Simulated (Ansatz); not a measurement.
A distorted cell of Ga₂Pt (fluorite type, space group Fm-3m):

```
CELL_PARAMETERS angstrom
      0.00000     5.86926     5.86926
      2.93463     0.00000     2.93463
      2.93463     2.93463     0.00000
ATOMIC_POSITIONS crystal
  Ga 0.37500 0.75695 0.74551
  Ga 0.87500 0.74305 0.75449
  Ga 0.12500 0.24305 0.25449
  Ga 0.62500 0.25695 0.24551
  Pt 0.00000 0.99086 0.00591
  Pt 0.50000 0.00914 0.99409
```

Method: LDA (plane waves to 420 eV, PAW, scalar-relativistic; Ansatz, a quantum-chemistry and plane-wave program). k mesh 7×14×14 (Γ-centred), Fermi-Dirac smearing 0.05 eV. Compression counts positive. With partly filled bands, energies and forces of such displacements shift with the k mesh and the smearing. Ga2Pt is run without spin polarisation. Ga2Pt was relaxed with its symmetry unable to fall. Spin-orbit coupling is left out, though Pt is heavy. This is a high-temperature form of Ga2Pt.

Problem. Predict the force on every atom, in eV/Å.

Solution. 
| atom | Fx | Fy | Fz |
|---|---|---|---|
| Ga1 | -0.002 | 0.005 | -0.007 |
| Ga2 | 0.004 | -0.006 | 0.010 |
| Ga3 | 0.002 | -0.005 | 0.007 |
| Ga4 | -0.004 | 0.006 | -0.010 |
| Pt5 | 0.011 | -0.020 | 0.032 |
| Pt6 | -0.011 | 0.020 | -0.032 |

(For displaced atoms, the force is minus the slope of the energy, and its curvature is a force constant, which sets phonon frequencies.)
